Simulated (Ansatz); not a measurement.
Ansatz input

```yaml
crystal:
  lattice:
    - [4.6633349703, 0.0, 0.0]
    - [-2.3316674852, 4.0385665507, 0.0]
    - [0.0, 0.0, 2.6348466802]
  atoms:
    - { symbol: Ge, position: [1.0, 0.0, 1.0] }
    - { symbol: Ge, position: [0.3333333333, 0.6666666667, 0.5] }
    - { symbol: Ge, position: [0.6666666667, 0.3333333333, 0.5] }
hamiltonian:
  xc: lda
  pseudopotentials:
    kind: paw
    azcp:
      Ge: "pseudopotentials/Ge.paw.azcp"
basis:
  ecutwfc: 420
  fft_grid_basis: typed
kpoints:
  mp_grid: { grid: [9, 9, 13], shift: [0, 0, 0] }
magnetization:
  spin_polarized: false
scf:
  occupations: { method: fermi_dirac, width: 0.1 }
  lower_state_search: "off"
output:
  stress: true
  write_density: true
  write_potential: true
  elf: true
  volumetric_format: npy
```

and its output:

```
Warning: the record states the generating functional pbe (its physics header spells it `PBE`), which answers neither for hamiltonian.xc's functional nor for the lda family's — results may be inconsistent (PPs are generated against a specific XC)
Engine: ansatz 0.2.0, aarch64-unknown-linux-gnu
Pseudopotentials: kind: paw
Pseudopotential: Ge, paw, valence charge 14, recommended cutoff 420 eV (normal) 
Functional definition: SPW92
  exchange = slater_x
  correlation = pw_c
Crystal: 3 atoms, lattice volume = 49.623 Å³
Basis set: ecut = 420 eV, 975 PW (Γ)
Bands: 26, of which v1, the nominal top of the filled ones, is band 21 counted from 1 (20 counted from 0)
Symmetry: 24 space group operations
Space group: P6/mmm (ITA 191), of the structure as read, at distance tolerance 3.7e-5 Å
k-points: 84 of 1053
Non-local potential: Ge, projectors of the file, l = 0: 2, l = 1: 2, l = 2: 3, l = 3: 1
PAW form: soft (Blöchl's): semilocal exchange-correlation on the pseudo side does not see the compensation charge
PAW frozen core: Ge, regenerated for the run's functional, and the local potential with it (the file was generated under x = pbe(κ = 0.804, μ = 0.2195149727645171), c = pbe(β = 0.06672455060314922))
PAW one-centre angular grid: Ge, 590 points (default); XC on 64 Gauss nodes
Initial density: superposition of atomic densities (neutral atoms: chi_scale 0, normalization atom), corrected by the library's trained network
Initial wavefunctions: pseudopotential atomic-orbital guess
Functional: x = slater, c = lda
SCF iter   1: F=—  HF=-12646.181513 eV  |F-HF|=—  |Δ(HF+E_count)|=         —  Δρ=5.33e-3  dr2=7.49e-3  ethr=1.77e-3  ⟨swp⟩=5.3  Hψ=8219  notcnv=0
SCF iter   2: F=—  HF=-12646.177829 eV  |F-HF|=—  |Δ(HF+E_count)|=   3.68e-3  Δρ=3.19e-3  dr2=3.45e-3  ethr=1.78e-5  ⟨swp⟩=1.8  Hψ=3316  notcnv=0
SCF iter   3: F=—  HF=-12646.176545 eV  |F-HF|=—  |Δ(HF+E_count)|=   1.28e-3  Δρ=3.02e-4  dr2=2.20e-5  ethr=8.22e-6  ⟨swp⟩=2.0  Hψ=2686  notcnv=0
SCF iter   4: F=—  HF=-12646.176525 eV  |F-HF|=—  |Δ(HF+E_count)|=   1.91e-5  Δρ=1.28e-4  dr2=3.17e-6  ethr=5.23e-8  ⟨swp⟩=2.0  Hψ=3962  notcnv=0
SCF iter   5: F=—  HF=-12646.176521 eV  |F-HF|=—  |Δ(HF+E_count)|=   4.29e-6  Δρ=1.92e-5  dr2=1.52e-7  ethr=7.55e-9  ⟨swp⟩=2.0  Hψ=3955  notcnv=0
SCF iter   6: F=-12646.176521 eV  HF=-12646.176521 eV  |F-HF|=1.02e-7  |Δ(HF+E_count)|=  1.29e-10  Δρ=1.46e-5  dr2=4.95e-8  ethr=2.38e-10  ⟨swp⟩=7.2  Hψ=12098  notcnv=0
SCF 1 converged in 6 iterations: F = -12646.176521 eV  dr2 = 4.95e-8
SCF converged after 6 iterations
Free energy (F): -12646.176521 eV
Harris-Foulkes:  -12646.176521 eV  (|F-HF|=1.02e-7)
Internal energy: -12646.135161 eV  (E = F + TS)
E sigma→0 (E₀):  -12646.155841 eV
Entropy (-TS):   -0.041360 eV (-13.787 meV/atom)
Fermi energy:    12.949695 eV
--- Per-component energies (eV) ---
  E_band       = -274.139832
  E_kinetic    = 338.977659
  E_local      = -6091.905071  (includes V_loc(G=0)·N_el)
  E_nonlocal   = 1256.794698
  E_hartree    = 2677.614140
  E_xc         = -229.378970
  E_vxc        = -199.944049  (∫ρ·V_xc dr)
  E_paw        = -5814.421547  (= ΣΔE_a)
  E_vpaw       = -933.310670  (= ΣTr[D̂ρ^β])
  E_aug_tail   = 0.000924  (compensation charges beyond the density's cutoff)
  E_ewald      = -4789.541974
  E_core_change = 5.724979  (= ΣΔE_core)
  E_smearing   = -0.041360  (= −TS)
  E_closure    = 0.000000  (closes the sum)
  Σ components = -12646.176521   (vs F -12646.176521, Δ=0.00e0)
--- Stress (GPa, compression-positive) ---
        5.267935       0.000000      -0.000000
        0.000000       5.267935       0.000000
       -0.000000       0.000000      12.997061
  P = ⅓ Tr σ = 7.8443 GPa (78.443 kbar)
--- Band table (eV; the first three rows and the last of 84) ---
  k-point 0: bands = ["-12.2366", "-12.1157", "-12.1157", "-12.0723", "-12.0431", "-12.0431", "-11.9933", "-11.9424", "-11.9424", "-11.8824", "-11.8824", "-11.8580", "-11.8580", "-11.8098", "-11.8098", "-1.5044", "5.8625", "6.1141", "8.9658", "8.9658", "9.0389", "9.0389", "18.8765", "22.4664", "22.4664", "22.8196"]
  k-point 1: bands = ["-12.2212", "-12.1159", "-12.1159", "-12.0582", "-12.0505", "-12.0505", "-11.9775", "-11.9419", "-11.9419", "-11.8802", "-11.8802", "-11.8633", "-11.8633", "-11.8150", "-11.8150", "-1.3762", "5.9752", "6.2347", "9.0890", "9.0890", "9.1726", "9.1726", "17.1368", "22.4330", "22.4330", "23.3708"]
  k-point 2: bands = ["-12.1787", "-12.1168", "-12.1168", "-12.0702", "-12.0702", "-12.0190", "-11.9405", "-11.9405", "-11.9339", "-11.8774", "-11.8774", "-11.8751", "-11.8751", "-11.8290", "-11.8290", "-0.9908", "6.3098", "6.5983", "9.4532", "9.4532", "9.5717", "9.5717", "14.4651", "21.0118", "21.2372", "22.1020"]
  k-point 83: bands = ["-12.1469", "-12.1469", "-12.1048", "-12.1048", "-12.0199", "-11.9913", "-11.9328", "-11.9328", "-11.9318", "-11.9180", "-11.9180", "-11.8930", "-11.8047", "-11.7503", "-11.7503", "5.8715", "5.8715", "6.1063", "7.8837", "8.4786", "8.4786", "14.4473", "15.5375", "15.5375", "17.0198", "17.0198"]
```
